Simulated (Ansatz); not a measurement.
Rh:
```
Rh
1.0
    0.00000     1.89665     1.89665
    1.89665     0.00000     1.89665
    1.89665     1.89665     0.00000
Rh
1
Cartesian
  0.00000   0.00000   0.00000
```

Relaxed with PBE+D3(BJ). Special points in fractions of this cell's reciprocal vectors: Γ (0.000, 0.000, 0.000); X (0.500, 0.000, 0.500); U (0.625, 0.250, 0.625); K (0.375, 0.375, 0.750); L (0.500, 0.500, 0.500); W (0.500, 0.250, 0.750).

Q: List the band energies nearest the Fermi level at these points for the program Ansatz at the PBE+D3(BJ) level (PAW).

A: In eV from the Fermi level; about four levels below and three above (degenerate sets whole), none deeper than 8.9 eV; … stands for higher levels left out; points with the same levels are listed once.

| k | below | above |
|---|---|---|
| Γ | -8.03 -3.13 -3.13 -3.13 | … |
| X | -6.40 -6.03 | 0.54 0.99 0.99 |
| U | -5.58 -4.83 -2.09 -0.71 | 0.37 … |
| L | -6.19 -3.21 -3.21 | 0.57 0.57 … |
| W | -5.09 -3.85 -3.85 -1.23 | 1.00 … |

Space group Fm-3m (fcc (Cu type)). The PBE+D3(BJ) relaxation kept the symmetry of its start. No spin polarisation was allowed. The pairwise dispersion correction was not fitted to metals. Scalar-relativistic: spin–orbit coupling is off unless named, which matters more the heavier the elements.

Potentials: the later of the program's two PAW sets.
